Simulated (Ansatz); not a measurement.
SiMo3 (A15 (Cr3Si type), Pm-3n) at seven volumes, DFT-PBEsol in the program Ansatz with PAW potentials, scaled uniformly. One row is withheld.

```
V (Å³/atom)  P (GPa)
-----------  -------
13.057         31.10
13.487             ?
13.918          8.77
14.348          0.00
14.778         -7.43
15.209        -13.75
15.639        -19.14
```

Q: Fit the shown pressures and predict the withheld one.

A: P = (3/2)B₀(x^(7/2) − x^(5/2))[1 + (3/4)(B′ − 4)(x − 1)] with x = (V₀/V)^(2/3). Least squares on the six rows gives V₀ = 14.349 Å³/atom, B₀ = 268 GPa, B′ = 4.36. At V = 13.487, x = 1.0422 and P = 19.01 GPa. The run itself gave 19.06 GPa.

Symmetry was held in the PBEsol relaxation; of distortions, only those at the zone centre were tested. The run is not spin-polarised.

Potentials: the later of the program's two PAW sets.
